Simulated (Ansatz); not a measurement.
Data:

C:
```yaml
crystal:
  lattice:
    - [-2.18234, 2.18234, 1.25088]
    - [2.18234, -2.18234, 1.25088]
    - [2.18234, 2.18234, -1.25088]
  atoms:
    - { symbol: C, position: [0.18030, 0.18030, 0.36061] }
    - { symbol: C, position: [0.18030, 0.81970, 0.00000] }
    - { symbol: C, position: [0.81970, 0.18030, 0.00000] }
    - { symbol: C, position: [0.81970, 0.81970, 0.63939] }
```

This is the r²SCAN-relaxed structure. x, y and z are the axes in which the lattice vectors are written.

All from the program Ansatz at the r²SCAN level (PAW), unless another level is named. Estimate the Poisson's ratio.

0.11.

What about the elastic constants (relaxed ions, GPa)?

C11 = 972, C12 = 177, C13 = 53.5, C33 = 1250, C44 = 472, C66 = 337.

Space group I4/mmm. The start of the workflow was typed in or built on a structure type; the Crystallography Open Database copy checked does not list it. It is not the phase usual at ambient conditions (space group No. 194, 227). Symmetry was held in the r²SCAN relaxation; its stability against distortions is not shown here.

Potentials: the later of the program's two PAW sets.
